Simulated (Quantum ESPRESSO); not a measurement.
## ZnCa2MgO4 (convergence and cost over cutoff and k mesh)

A calculation, not a measurement. The program is pw.x of Quantum ESPRESSO 7.5 (plane-wave density functional theory). The cell is made up: 8 atoms on a rocksalt lattice, with randomly drawn elements, strain and displacements, not relaxed. PseudoDojo standard norm-conserving files (v0.5 for PBE, v0.4.1 for LDA and PBEsol) set the functional; there is no spin polarisation, spin-orbit coupling or dispersion term, and the masses in the input are unused placeholders.

Input of the run in row 2:

```
&control calculation='scf', pseudo_dir='./dojo.nc.sr.pbe.v0_5.standard.upf', outdir='./o', disk_io='medium', tprnfor=.true., tstress=.true. /
&system ibrav=0, nat=8, ntyp=4, nbnd=43, ecutwfc=84.00895049, nosym=.true., tot_charge=0,
 occupations='smearing', smearing='fd', degauss=0.0018374661
/
&electrons conv_thr=7.350e-09, electron_maxstep=60, /
ATOMIC_SPECIES
Ca 1.0 Ca.upf
Mg 1.0 Mg.upf
O 1.0 O.upf
Zn 1.0 Zn.upf
CELL_PARAMETERS angstrom
4.5804 0.0 0.0
0.0 4.5804 0.0
0.0 0.0 4.5804
ATOMIC_POSITIONS angstrom
Zn 0.1389 0.2048 -0.175
Ca 0.0632 2.2327 2.3928
Mg 2.1551 0.0383 2.2028
Ca 2.3105 2.357 -0.0906
O 2.1948 0.0892 0.0317
O 2.2227 2.5441 2.0235
O 4.5492 -0.1088 2.3456
O 4.6477 2.3707 -0.0943
K_POINTS automatic
4 4 4 1 1 1
```

The same cell was run at these settings. Meshes are shifted by half a step, and differences are from the last row, which is itself not exact.

| cutoff (eV) | k mesh | k points solved | threshold (eV) | free energy less the last row's (eV) | pressure (GPa) | largest stress difference (GPa) | largest force difference (eV/Å) | iterations | wall time (s) | k-point pools | processor |
| --- | --- | --- | --- | --- | --- | --- | --- | --- | --- | --- | --- |
| 800 | 2 x 2 x 2 | 4 | 1e-04 | 2.468 | -31.15 | 36.69 | 0.101 | 9 | 22 | 1 | AMD EPYC, Zen 5 class |
| 1143 | 4 x 4 x 4 | 32 | 1e-07 | 0.001 | 5.31 | 0.03 | 0.002 | 13 | 220 | 1 | AMD EPYC, Zen 5 class |
| 1437 | 6 x 6 x 6 | 108 | 1e-07 | 0.000 | 5.34 | 0.00 | 0.000 | 13 | 780 | 1 | AMD EPYC, Zen 5 class |

Each pool is one process. Wall times include start-up and a band step at six k points, which weighs most on the coarsest meshes. The runs were on shared virtual cores whose load varied, so times are rough.